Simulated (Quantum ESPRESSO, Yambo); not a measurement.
## Quasiparticle gap of NaCoO$_{2}$ at +2 % isotropic strain

NaCoO$_{2}$ is taken in the trigonal space group R-3m, hexagonal axes (No. 166), Pearson symbol hR4. Cell: a = 2.947 Å, b = 2.947 Å, c = 15.654 Å, α = 90.00°, β = 90.00°, γ = 120.00°. O on 6c is coordinated by 3 Co at 1.948 Å and 3 Na at 2.377 Å (octahedral). Na on 3a sees 6 O at 2.377 Å (octahedral). Co on 3b sees 6 O at 1.948 Å (octahedral). (Neighbours: up to the widest gap in distance over summed covalent radii, below 1.35, at either atom; cation-cation contacts left out.)
(The calculation used a cell of 4 atoms; values per cell refer to that cell.)

The PBEsol cell relaxed from Materials Project entry mp-18921 was given an isotropic strain of +2 % on all lattice vectors, and the atoms were relaxed again.

Starting point: PBEsol (Quantum ESPRESSO, PseudoDojo norm-conserving, 96 Ry, no spin-orbit coupling). G0W0 in Yambo: 6×6×6 Γ-centred k mesh, bands 6 to 65 and a 7 Ry block in the screening, 65 bands in G with the Bruneval-Gonze terminator, plasmon pole fitted at 27.2 eV.

```yaml
PBEsol gap along the band path: 0.65 eV
PBEsol gap between the mesh's edge points ((0.333, 0.333, -0.5) → (0.167, 0.167, -0.5)): 0.73 eV
G0W0 gap between the same points: 1.56 eV
PBEsol smallest direct gap on the mesh (at (0.167, 0.167, -0.5)): 0.99 eV
G0W0 direct gap at that point: 1.79 eV
estimate of the fundamental G0W0 gap (path gap plus the correction; the mesh misses a band edge): 1.48 eV
```

```tsv
k point	band	E PBEsol (eV)	E QP (eV)	shift (eV)	Z
Γ	VB	-0.13	0.02	0.14	0.70
Γ	CB	1.81	2.83	1.01	0.70
(0.167, 0.167, -0.5)	VB	-0.26	-0.07	0.19	0.69
(0.167, 0.167, -0.5)	CB	0.73	1.72	0.99	0.72
(0.333, 0.333, -0.5)	VB	0.00	0.16	0.16	0.70
(0.333, 0.333, -0.5)	CB	1.04	2.02	0.98	0.72
```

Energies count from the PBEsol valence-band maximum.

Convergence of the G0W0 settings was not tested.

The 3d shell has no Hubbard U; the runs are without spin polarisation, and magnetic order was not tried.

The structure is a Materials Project entry; no match was found in the copy of COD used, and its stability was not checked.
